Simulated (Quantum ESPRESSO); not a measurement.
Na3LiF4 (changed cell): magnetic shieldings

```
CELL_PARAMETERS angstrom
      4.56919     0.00000     0.00000
      0.00000     4.56919     0.00000
      0.00000     0.00000     4.56919
ATOMIC_POSITIONS crystal
  Li 0.00000 0.00000 0.00000
  F  0.50000 0.00000 0.00000
  Na 0.00000 0.50000 0.50000
  F  0.50000 0.50000 0.50000
  Na 0.50000 0.00000 0.50000
  F  0.00000 0.00000 0.50000
  Na 0.50000 0.50000 0.00000
  F  0.00000 0.50000 0.00000
```
The cell was made here from a computed Materials Project entry: one of 4 Na replaced by Li, cell and atoms relaxed (PBE without dispersion, pw.x of a modified build of Quantum ESPRESSO, symmetry kept). The parent is NaF in Fm-3m. The swapped cell is a model, not a known phase. Stability against distortions was not tested.

Computed: shieldings by PBE GIPAW on JTH datasets (Quantum ESPRESSO), 30 Ha, k-mesh 3×3×3 shifted, f-sum rule met within 0.006 %.

```tsv
site	site symmetry	σ_iso (ppm)
Li (atom 1)	m-3m	83
F1 (atoms 2, 6, 8)	4/mmm	382
Na (atoms 3, 5, 7)	4/mmm	535
F2 (atom 4)	m-3m	386
```

These are absolute shieldings with no macroscopic susceptibility term; δ = σ_ref − σ needs a reference computed alike. By our sweeps, such settings leave a few ppm in absolute σ. The datasets of Na hold no d projectors, which limits absolute σ on these atoms.
